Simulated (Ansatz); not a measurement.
Input and output for Cd: DFT, r2SCAN, all-electron PAW with datasets made for the crystal, scalar-relativistic (Ansatz 0.2.0).

The cell comes from a relaxation on PAW files under the same functional, begun from a database entry that needn't be the ground state.

Command: `ansatz run input.yaml --threads 1 --pin off --max-ram 3072MiB --backend cpu --events-out ev --progress --plain --runs-dir out` It took 35 s on 1 thread of Intel(R) Xeon(R) 6975P-C (Granite Rapids), on a shared host, peak memory 0.99 GiB.

```yaml
crystal:
  lattice:
    - [2.9466085176, 0.0, 0.0]
    - [-1.4733042588, 2.5518378313, 0.0]
    - [0.0, 0.0, 5.9189033951]
  atoms:
    - { symbol: Cd, position: [0.3333333333, 0.6666666667, 0.25] }
    - { symbol: Cd, position: [0.6666666667, 0.3333333333, 0.75] }
kpoints:
  mp_grid: { grid: [20, 20, 9] }
scf:
  occupations: { method: fermi_dirac, width: 0.05 }
hamiltonian:
  xc: r2scan
  pseudopotentials: { kind: all_electron, datasets: crystal }
output:
  forces: true
  stress: true
  eigenvalues: true
```

Output:

```
hamiltonian.pseudopotentials.datasets: crystal makes datasets for this crystal and solves the spheres of its atoms anew in each pass: cutoff 260.0 eV, the density's 1820.0 eV; for an error of 0.50 meV an atom under PBE, 1.0 meV for the cell; an energy difference from a run of another recipe may be off by several times the error for the cell, under r2SCAN by more, where some 0.1 meV an atom stays at smaller errors; Cd in spheres of 1.376 Å, 20 of its electrons in bands
band count auto-derived: 25 (N_el = 40.0; filled up to band 20; 24 by the electrons, moments and atoms)
Engine: ansatz 0.2.0
Pseudopotentials: kind: all_electron
Pseudopotential: Cd, paw, valence charge 20, recommended cutoff 260 eV (normal), crystal/all_electron/r2scan/scalar/gaussian/Cd, Koelling and Harmon's equation, gaussian nucleus
Functional definition: r2SCAN
  parameter k0 = 0.174
  parameter k1 = 0.065
  parameter a1 = 4.9479
  exchange = r2scan_x(k0 = k0, k1 = k1, a1 = a1)
  correlation = r2scan_c
Crystal: 2 atoms, lattice volume = 44.506 Å³
Basis set: ecut = 260 eV, 411 PW (Γ), exchange–correlation on 72×72×135 points (27 copies of the dense FFT grid, shifted against one another)
Bands: 25, of which v1, the nominal top of the filled ones, is band 20 counted from 1 (19 counted from 0)
Symmetry: 24 space group operations
Space group: P63/mmc (ITA 194), of the structure as read, at distance tolerance 3.5e-5 Å
k-points: 220 of 3600
Non-local potential: Cd, projectors of the file, l = 0: 2, l = 1: 2, l = 2: 2
PAW form: soft (Blöchl's): semilocal exchange-correlation on the pseudo side does not see the compensation charge
PAW one-centre angular grid: Cd, 590 points (default); XC on its mesh's 1869 points in the sphere
Initial density: superposition of atomic densities (neutral atoms: chi_scale 0, normalization atom)
Initial wavefunctions: pseudopotential atomic-orbital guess
Functional: x = r2scan, c = r2scan; τ floored in thin density (d = 2e-4 eV/Å³)
iter 1 solved again at ethr=6.22e-4 eV; its pass at ethr=1.00e-1 eV (dr2=2.49e-1 eV) is discarded
SCF iter   1: F=—  HF=-304513.806979 eV  |F-HF|=—  |Δ(HF+E_count)|=         —  Δρ=2.13e-2  dr2=2.49e-1  dr2_τ=6.24e-4  ethr=6.22e-4  ⟨swp⟩=3.8  Hψ=28195  notcnv=0
preconditioner: auto → Kerker (q_TF=auto, 2.680 Å⁻¹)  [metal: Δε(μ)=0.037 eV  Ē_g=14.459 eV  σ=0.050 eV  W_gap=0.18  n_scr=10 (ndim 8)  ℏωp=27.3 eV  f_vac=0.000  D(μ)=0.37/eV (n_scr^D=2)]
SCF iter   2: F=—  HF=-304513.815113 eV  |F-HF|=—  |Δ(HF+E_count)|=   8.13e-3  Δρ=1.33e-2  dr2=8.58e-2  dr2_τ=6.28e-5  ethr=6.22e-4  ⟨swp⟩=2.3  Hψ=11089  notcnv=0  defer=4
SCF iter   3: F=—  HF=-304513.881373 eV  |F-HF|=—  |Δ(HF+E_count)|=   6.63e-2  Δρ=6.44e-3  dr2=2.08e-2  dr2_τ=6.00e-5  ethr=2.14e-4  ⟨swp⟩=3.1  Hψ=13472  notcnv=0  defer=6
SCF iter   4: F=—  HF=-304513.884719 eV  |F-HF|=—  |Δ(HF+E_count)|=   3.35e-3  Δρ=4.25e-3  dr2=6.48e-3  dr2_τ=2.52e-6  ethr=5.21e-5  ⟨swp⟩=3.0  Hψ=12808  notcnv=0  defer=1
SCF iter   5: F=—  HF=-304513.902833 eV  |F-HF|=—  |Δ(HF+E_count)|=   1.81e-2  Δρ=1.74e-3  dr2=8.26e-4  dr2_τ=2.39e-6  ethr=1.62e-5  ⟨swp⟩=3.0  Hψ=15421  notcnv=0  defer=3
SCF iter   6: F=—  HF=-304513.903827 eV  |F-HF|=—  |Δ(HF+E_count)|=   9.94e-4  Δρ=7.35e-4  dr2=1.59e-4  dr2_τ=1.38e-7  ethr=2.06e-6  ⟨swp⟩=3.0  Hψ=12627  notcnv=0  defer=1
iter 7 solved again at ethr=1.89e-8 eV; its pass at ethr=3.96e-7 eV (dr2=7.56e-6 eV) is discarded
SCF iter   7: F=—  HF=-304513.903878 eV  |F-HF|=—  |Δ(HF+E_count)|=   5.06e-5  Δρ=1.53e-4  dr2=7.52e-6  dr2_τ=8.00e-8  ethr=1.89e-8  ⟨swp⟩=2.0  Hψ=24025  notcnv=0
SCF iter   8: F=—  HF=-304513.903922 eV  |F-HF|=—  |Δ(HF+E_count)|=   4.40e-5  Δρ=8.28e-5  dr2=3.32e-6  dr2_τ=4.52e-9  ethr=1.88e-8  ⟨swp⟩=3.0  Hψ=12634  notcnv=0
SCF iter   9: F=—  HF=-304513.903926 eV  |F-HF|=—  |Δ(HF+E_count)|=   4.42e-6  Δρ=3.76e-5  dr2=7.70e-7  dr2_τ=1.04e-9  ethr=8.30e-9  ⟨swp⟩=3.0  Hψ=12248  notcnv=0
SCF iter  10: F=—  HF=-304513.903927 eV  |F-HF|=—  |Δ(HF+E_count)|=   1.29e-6  Δρ=9.68e-6  dr2=5.52e-8  dr2_τ=5.51e-11  ethr=1.93e-9  ⟨swp⟩=3.0  Hψ=12625  notcnv=0
SCF iter  11: F=-304513.903927 eV  HF=-304513.903927 eV  |F-HF|=6.17e-9  |Δ(HF+E_count)|=   5.05e-8  Δρ=3.47e-6  dr2=6.83e-9  dr2_τ=1.89e-12  ethr=1.38e-10  ⟨swp⟩=3.0  Hψ=11128  notcnv=0
SCF 1 converged in 11 iterations: F = -304513.903929 eV  dr2 = 6.83e-9
  Residual-converged pass: ⟨swp⟩=2.1  Hψ=9056  notcnv=0  max |occ|·‖R‖ = 5.3e-6 eV (tolerance 5.3e-6 eV)  dr2=6.81e-9  dr2_τ=1.92e-12  dr2_onsite=3.18e-9  max |Δocc| = 1.1e-9
  greatest PAW one-centre occupation: 0.987 electrons in one spin orbital (limit 2), on the Cd atom at site 1 (counted from 0), in its partial waves of l = 1
SCF converged after 11 iterations
Free energy (F): -304513.903929 eV
Harris-Foulkes:  -304513.903929 eV  (|F-HF|=6.17e-9)
Internal energy: -304513.900782 eV  (E = F + TS)
E sigma→0 (E₀):  -304513.902356 eV
Entropy (-TS):   -0.003147 eV (-1.573 meV/atom)
Past the cutoff: the bands carry plane waves up to 2.50 times it, of which those up to 1.5 times it add -0.000755 eV an atom, each by itself; the spheres take 0.002075 eV an atom off the energy for waves past 2.50 times it
Past the cutoffs: a stress includes 0.0035 GPa for waves and charges beyond them, in addition to the slope of what the spheres take
In the spheres:  the bands' charges fall short by 4.6e-6 e at most (sound up to 1e-3)
Fermi energy:    15.249538 eV
--- Per-component energies (eV) ---
  E_band       = -815.536687
  E_kinetic    = 280.551647
  E_local      = -4968.576862  (includes V_loc(G=0)·N_el)
  E_nonlocal   = -277.025491
  E_hartree    = 2502.851513
  E_xc         = -85.799207
  E_vxc        = -126.308735  (∫ρ·V_xc dr)
  E_paw        = -308200.640383  (= ΣΔE_a)
  E_vpaw       = -12844.005796  (= ΣTr[D̂ρ^β])
  E_vtau       = 9.237981  (kinetic-family band-sum trace: ∫τ·v_τ [+ j·A + Jᵃ·Aᵃ] dr)
  E_ewald      = -5870.152577
  E_smearing   = -0.003147  (= −TS)
  E_closure    = 12104.890579  (closes the sum)
  Σ components = -304513.903929   (vs F -304513.903929, Δ=0.00e0)
  The terms above E_closure are by the made datasets' own strengths, without shells solved beside the bands.
--- Forces (eV/Å), atoms counted from 1 ---
  atom   1  Cd    -0.00000000     0.00000000     0.00000000
  atom   2  Cd     0.00000000    -0.00000000    -0.00000000
  max |Σ_I F_I| component: 9.25e-18 eV/Å
--- Stress (GPa, compression-positive) ---
        0.044195      -0.000000       0.000000
       -0.000000       0.044195       0.000000
        0.000000       0.000000      -0.003255
  P = ⅓ Tr σ = 0.0284 GPa (0.284 kbar)
--- Band table (eV; the first three rows and the last of 220) ---
  k-point 0: bands = ["-90.9112", "-90.9106", "-51.0534", "-51.0410", "-51.0026", "-51.0026", "-51.0015", "-51.0015", "4.8081", "4.9896", "5.4912", "5.4912", "5.5256", "5.5256", "6.0955", "6.0955", "6.2633", "6.2633", "6.2667", "11.3245", "12.0927", "24.2003", "28.9230"]
  k-point 1: bands = ["-90.9112", "-90.9106", "-51.0531", "-51.0414", "-51.0025", "-51.0025", "-51.0015", "-51.0015", "4.8135", "4.9841", "5.4914", "5.4914", "5.5238", "5.5238", "6.1015", "6.1015", "6.2590", "6.2590", "6.3356", "10.5345", "12.9959", "23.5151", "29.6121"]
  k-point 2: bands = ["-90.9112", "-90.9107", "-51.0520", "-51.0425", "-51.0024", "-51.0024", "-51.0016", "-51.0016", "4.8291", "4.9682", "5.4923", "5.4923", "5.5190", "5.5190", "6.1182", "6.1182", "6.2463", "6.2463", "6.5420", "9.5708", "14.2986", "22.0813", "29.8685"]
  k-point 219: bands = ["-90.9049", "-90.9049", "-51.0511", "-51.0509", "-51.0446", "-51.0444", "-51.0386", "-51.0385", "5.3745", "5.3869", "5.4875", "5.5125", "5.6356", "5.6764", "5.8359", "5.8374", "6.1907", "6.2034", "16.1118", "16.2086", "16.9010", "17.0191", "17.7184"]
```
